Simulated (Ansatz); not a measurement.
## Ni (omega (AlB2-type)): energy against volume

These are results of Ansatz, DFT, BLYP, plane waves (420 eV) with PAW, scalar-relativistic, not measurements. (PAW data from PBE, frozen cores regenerated.)

The cell is scaled uniformly from the relaxed one, with fractional coordinates and shape fixed. Energies are extrapolated to zero smearing, pressures are those at the given smearing. Magnetic state: ferromagnetic.

A Birch-Murnaghan fit gives V₀ = 11.67 Å³/atom, B₀ = 162 GPa, B₀′ = 5.0.

What are the energy above the minimum and the pressure at 10.287 Å³/atom?

106.8 meV/atom and 28.04 GPa as computed.

What are the energy above the minimum and the pressure at 12.157 Å³/atom?

9.4 meV/atom and -5.80 GPa as computed.

What are the energy above the minimum and the pressure at 12.624 Å³/atom?

33.7 meV/atom and -10.29 GPa as computed.
